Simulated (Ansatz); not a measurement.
Geometry optimisation in Ansatz: input, command and trajectory.

```yaml
crystal:
  lattice:
    - [2.9385821062, 0.0, 0.0]
    - [-1.4692910531, 2.5448867551, 0.0]
    - [0.0, 0.0, 4.6504271809]
  atoms:
    - { symbol: Ti, position: [0.3333333333, 0.6666666667, 0.25] }
    - { symbol: Ti, position: [0.6666666667, 0.3333333333, 0.75] }
basis:
  ecutwfc: 420
kpoints:
  mp_grid: { grid: [18, 18, 10] }
hamiltonian:
  xc: pbe
  dispersion: d3bj
scf:
  occupations: { method: gaussian, width: 0.1 }
output:
  forces: true
  stress: true
  eigenvalues: true
relax:
  adjacent_minimum: "off"
  f_tol: 0.005
  max_steps: 50
  cell: { stress_tol: 0.05 }
```

```bash
ansatz run input.yaml --threads 1 --pin off --max-ram 2560MiB --backend cpu --events-out ev --progress --plain --runs-dir out
```

The calculation used DFT PBE+D3(BJ), scalar-relativistic, plane waves, PAW in Ansatz.

Of 7 frames 6 are shown, positions in Å and forces in eV/Å; the SCF threshold varies from step to step. Steps run on the plane waves of an earlier cell, with a Pulay correction in the pressure. The basis is chosen afresh for the last frame, the zero of the energies, and at times for earlier ones too; energy and pressure step there, also at an unchanged geometry. The mark taken_back stands on steps that the optimiser undid.

```xyz
2
Lattice="2.9386 0.0000 0.0000 -1.4693 2.5449 0.0000 0.0000 0.0000 4.6504" Properties=species:S:1:pos:R:3:forces:R:3 pbc="T T T" step=1 free_energy_over_end_meV_per_atom=16.58 pressure_GPa=-5.77
Ti    0.0000    1.6966    1.1626    0.0000    0.0000    0.0000
Ti    1.4693    0.8483    3.4878    0.0000    0.0000    0.0000
2
Lattice="2.8220 0.0000 0.0000 -1.4110 2.4439 0.0000 0.0000 0.0000 4.4987" Properties=species:S:1:pos:R:3:forces:R:3 pbc="T T T" step=2 free_energy_over_end_meV_per_atom=24.47 pressure_GPa=8.33 taken_back
Ti    0.0000    1.6293    1.1247    0.0000    0.0000    0.0000
Ti    1.4110    0.8146    3.3740    0.0000    0.0000    0.0000
2
Lattice="2.8901 0.0000 0.0000 -1.4450 2.5029 0.0000 0.0000 0.0000 4.5815" Properties=species:S:1:pos:R:3:forces:R:3 pbc="T T T" step=3 free_energy_over_end_meV_per_atom=0.00 pressure_GPa=-0.49
Ti    0.0000    1.6686    1.1454    0.0000    0.0000    0.0000
Ti    1.4450    0.8343    3.4361    0.0000    0.0000    0.0000
2
Lattice="2.8862 0.0000 0.0000 -1.4431 2.4995 0.0000 0.0000 0.0000 4.5740" Properties=species:S:1:pos:R:3:forces:R:3 pbc="T T T" step=4 free_energy_over_end_meV_per_atom=-0.11 pressure_GPa=0.03
Ti    0.0000    1.6663    1.1435    0.0000    0.0000    0.0000
Ti    1.4431    0.8332    3.4305    0.0000    0.0000    0.0000
2
Lattice="2.8862 0.0000 0.0000 -1.4431 2.4995 0.0000 0.0000 0.0000 4.5740" Properties=species:S:1:pos:R:3:forces:R:3 pbc="T T T" step=5 free_energy_over_end_meV_per_atom=0.00 pressure_GPa=0.05
Ti    0.0000    1.6663    1.1435    0.0000    0.0000    0.0000
Ti    1.4431    0.8332    3.4305    0.0000    0.0000    0.0000
2
Lattice="2.8867 0.0000 0.0000 -1.4433 2.4999 0.0000 0.0000 0.0000 4.5741" Properties=species:S:1:pos:R:3:forces:R:3 pbc="T T T" step=7 free_energy_over_end_meV_per_atom=0.00 pressure_GPa=0.00
Ti    0.0000    1.6666    1.1435    0.0000    0.0000    0.0000
Ti    1.4433    0.8333    3.4306    0.0000    0.0000    0.0000
```

Time: 48 s on 1 thread of Intel(R) Xeon(R) Platinum 8259CL CPU @ 2.50GHz (Skylake/Cascade Lake) (shared host), peak memory 0.47 GiB.